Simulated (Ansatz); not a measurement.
MgAl2Ge2 in space group P-3m1 (No. 164; Mg on 1a, Al on 2d, Ge on 2d), the program Ansatz at the r²SCAN level (PAW), all energies at zero smearing, with the estimated change up to a 700 eV cutoff added, with one set of potentials and settings (totals compare only within such a set). Cell of 5 atoms (1 Mg, 2 Al, 2 Ge): -11613.696 eV.

```
element                reference phase  E (eV/atom)
-------  -----------------------------  -----------
Mg       P6_3/mmc, 2 atoms in the cell   -1926.4086
Al          Fm-3m, 1 atoms in the cell    -540.4083
Ge          Fd-3m, 2 atoms in the cell   -4302.9041
```

Formation energy per atom, worked out: (-11613.696 − 1×(-1926.4086) − 2×(-540.4083) − 2×(-4302.9041))/5 = -0.133 eV/atom (-13 kJ per mol of atoms), at 0 K, without zero-point energy or fitted corrections.

The first step of the workflow began from a Materials Project structure, measured or hypothetical; the Crystallography Open Database copy checked does not list it. Whether it is the stable phase at ambient conditions was not checked. The cell was relaxed with r²SCAN under the symmetry of its start; its stability against distortions is not shown here. The references are the lowest solids computed at this level, not always the standard phases.

Potentials: the later of the program's two PAW sets.
